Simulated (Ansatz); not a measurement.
# YSb: sound and stiffness along [100], [110] and [111]

Method: DFT LDA, scalar-relativistic, plane waves, PAW (Ansatz 0.2.0). Settings: 420 eV plane-wave cutoff, Γ-centred 12×12×12 mesh, Fermi-Dirac smearing of 0.15 eV. No spin polarisation.

The cell, relaxed at this level:
```yaml
crystal:
  lattice:
    - [0.00000, 3.02981, 3.02981]
    - [3.02981, 0.00000, 3.02981]
    - [3.02981, 3.02981, 0.00000]
  atoms:
    - { symbol: Y, position: [0.50000, 0.50000, 0.50000] }
    - { symbol: Sb, position: [0.00000, 0.00000, 0.00000] }
```

In a metal, frequencies and elastic constants depend on the k mesh and the smearing, soft modes and shear constants most.

With ions relaxed, on the cubic axes: C11 = 174.8, C12 = 17.4, C44 = 23.8 GPa. The density is 6.289 g/cm³.

Question: Is the crystal stable against strain, and how anisotropic is it?

Answer: Born's conditions hold: C11 + 2C12 = 209.6, C11 − C12 = 157.4 and C44 = 23.8 GPa are all positive. B = (C11 + 2C12)/3 = 69.9 GPa. The two shear moduli are C44 and C′ = (C11 − C12)/2 = 78.7 GPa, so Zener's ratio is A = C44/C′ = 0.30: the shear C44 is the soft one, as in NaCl, KCl, the halide perovskites and the bcc metals V, Nb, Cr and Mo. The Cauchy pressure C12 − C44 is -6.4 GPa; it would vanish for pair forces between atoms on inversion centres at zero pressure, and a negative value is usual with directional bonding, though many-body forces give one in some ionic oxides too.

Question: Give the sound speeds along the three symmetry directions.

Answer: The Christoffel equation gives ρv² for each branch:
```tsv
direction	branch	ρv²	GPa	v (m/s)
[100]	L	C11	174.8	5272
[100]	T (×2)	C44	23.8	1945
[110]	L	(C11 + C12 + 2C44)/2	119.9	4366
[110]	T, u ∥ [001]	C44	23.8	1945
[110]	T, u ∥ [1-10]	(C11 − C12)/2	78.7	3537
[111]	L	(C11 + 2C12 + 4C44)/3	101.6	4019
[111]	T (×2)	(C11 − C12 + C44)/3	60.4	3099
```

Question: How does Young's modulus depend on direction?

Answer: Inverting gives S11 = 5.826, S12 = -0.528, S44 = 42.034 TPa⁻¹. Along a unit vector (l, m, n), 1/E = S11 − 2(S11 − S12 − S44/2)(l²m² + m²n² + n²l²), where the last bracket is 0, 1/4 and 1/3 for [100], [110] and [111]: E = 172, 76 and 64 GPa. With A < 1 the cube edge is stiffest. For a film on (001), the biaxial modulus is C11 + C12 − 2C12²/C11 = 189 GPa and the normal strain is −2C12/C11 = -0.20 times the in-plane one.